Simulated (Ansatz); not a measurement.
TiN:
```
TiN
1.0
    0.00000     2.11616     2.11616
    2.11616     0.00000     2.11616
    2.11616     2.11616     0.00000
Ti N
1 1
Direct
  0.50000   0.50000   0.50000
  0.00000   0.00000   0.00000
```

Relaxed with r²SCAN. Special points in fractions of this cell's reciprocal vectors: Γ (0.000, 0.000, 0.000); X (0.500, 0.000, 0.500); U (0.625, 0.250, 0.625); K (0.375, 0.375, 0.750); L (0.500, 0.500, 0.500); W (0.500, 0.250, 0.750).

Problem. List the band energies nearest the Fermi level at these points for plane-wave PAW r²SCAN (Ansatz code).

Solution. In eV from the Fermi level; about four levels below and three above (degenerate sets whole), none deeper than 8.9 eV; … stands for higher levels left out; points with the same levels are listed once.

| k | below | above |
|---|---|---|
| Γ | -2.36 -2.36 -2.36 -0.62 -0.62 -0.62 | … |
| X | -6.26 -3.60 -3.60 -3.11 | 1.72 2.45 2.45 |
| U | -6.20 -6.13 -4.86 -0.47 | 2.04 2.39 3.75 |
| L | -8.53 -5.91 -5.91 | 1.75 1.75 2.46 |
| W | -5.86 -5.86 -5.79 | 0.96 0.96 2.46 |

Space group Fm-3m (rock salt). The cell was relaxed with r²SCAN under the symmetry of its start. The run is not spin-polarised. The volume moved by -36 % from the start of the relaxation. With an odd number of electrons in the cell and no spin polarisation, the count alone makes it a metal.

Potentials: the later of the program's two PAW sets.
